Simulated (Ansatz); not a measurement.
## Data sheet: Ti₆O (DFT)

Ti6O:
```
Ti6O
1.0
    5.05080     0.00000     0.00000
   -2.52540     4.37412     0.00000
    0.00000     0.00000     4.69244
Ti O
6 1
Direct
  0.66859   0.66859   0.25956
  0.33141   0.33141   0.74044
  0.33141   0.00000   0.25956
  0.66859   0.00000   0.74044
  0.00000   0.33141   0.25956
  0.00000   0.66859   0.74044
  0.00000   0.00000   0.00000
```

Space group P-31m (No. 162); conventional cell a = 5.051 Å, b = 5.051 Å, c = 4.692 Å, α = 90.00°, β = 90.00°, γ = 120.00°.

Method: PBEsol in the plane-wave PAW code Ansatz. Geometry: relaxed at this level of theory. Other levels are named where they apply.

**Cell and energy**

```
Property                                                      Result
-----------------------------------------------------  -------------
Volume per atom                                             14.81 Å³
Density                                                   4.86 g/cm³
Formation energy from the elements (no fitted shifts)  -0.84 eV/atom
```

**Electronic structure**

```
Item                                                                        Result
------------------------------------  --------------------------------------------
Electronic character                                             metallic (no gap)
Density of states at the Fermi level  0.65 states/eV per atom (mean over ±0.08 eV)
```

**Mechanics**

```
Property                                                                                                  Result
--------------------------------------------  ------------------------------------------------------------------
Bulk modulus (Birch–Murnaghan fit)                                                                     1430 kbar
Pressure derivative B′                                                                                       3.8
Elastic constants (relaxed ions, GPa)         C11 = 221, C12 = 117, C13 = 85.6, C14 = 0.0, C33 = 264, C44 = 64.6
Mechanical stability                                                      stable (all eigenvalues of C positive)
Hill bulk and shear moduli                                                                      142 and 59.3 GPa
Young's modulus                                                                                          156 GPa
Poisson's ratio                                                                                             0.32
Debye temperature from the elastic constants                                                               474 K
```

**Phonons**

```
Quantity                                       Result
-----------------------------  ----------------------
Highest zone-centre frequency                513 cm⁻¹
Zone-centre stability          no imaginary mode at Γ
```

The first step of the workflow began from a Materials Project structure, measured or hypothetical; the Crystallography Open Database files this formula in space group No. 162, but the cells were not matched. Its standing as an ambient phase is unchecked. The PBEsol relaxation kept the symmetry of its start. No spin polarisation was allowed. Without spin polarisation and U, an open-shell compound can come out a false metal. As this level gives no gap, shear constants depend on the k-mesh and smearing (Fermi–Dirac, 0.1 eV here). As this level gives no gap, phonon frequencies hold no LO–TO term and depend on the k-mesh and smearing (Fermi–Dirac, 0.1 eV here). The references are the lowest solids computed at this level, not always the standard phases (solids in place of the gases).

Potentials: the later of the program's two PAW sets.
